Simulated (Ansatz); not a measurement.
ZrS2 (CdI2 type)

```
ZrS2
1.0
    3.67430     0.00000     0.00000
   -1.83715     3.18204     0.00000
    0.00000     0.00000     5.86030
Zr S
1 2
Direct
  0.00000   0.00000   0.00000
  0.33333   0.66667   0.24615
  0.66667   0.33333   0.75385
```

The slice is a (-1 1 0 2) plane (indices of the conventional cell) through the point (0.000, 0.000, 0.000) (fractional), spanned by u = [110] and v = [1 -1 1] in vectors of this cell: u (3.67 Å) and v (8.65 Å, at 90° to u). It covers one period; positions are fractions (u, v).

Method: r2SCAN+rVV10 (plane waves to 500 eV, PAW, scalar-relativistic; Ansatz, a quantum-chemistry and plane-wave program). k mesh 10×10×6. Inside the PAW spheres the values are not all-electron values, and peaks at nuclei hang on which shells count as valence. ZrS2 is run without spin polarisation. ZrS2 was relaxed with its symmetry unable to fall.

Q: Predict the map of the valence electron density on the slice.

A: 
```
v \ u  0.00  0.12  0.25  0.38  0.50  0.62  0.75  0.88
-----  ----  ----  ----  ----  ----  ----  ----  ----
0.90    0.1  -0.2  -0.8  -1.1  -1.1  -1.1  -0.8  -0.2
0.75    0.1   0.0  -0.4  -0.9  -1.3  -0.9  -0.4   0.0
0.60   -0.3  -0.5  -0.9  -1.3  -1.6  -1.3  -0.9  -0.5
0.45   -0.9  -1.1  -1.3  -1.7  -1.9  -1.7  -1.3  -1.1
0.30    0.0   0.0  -0.3  -0.9  -1.3  -0.9  -0.3   0.0
0.15   -0.4  -0.5  -0.9  -1.2  -1.3  -1.2  -0.9  -0.5
0.00    0.4   0.6  -0.1  -0.8  -0.8  -0.8  -0.1   0.6
```

Values: log₁₀ of the valence density in e/Å³. The scale is logarithmic, as a density can span decades between atoms and voids.
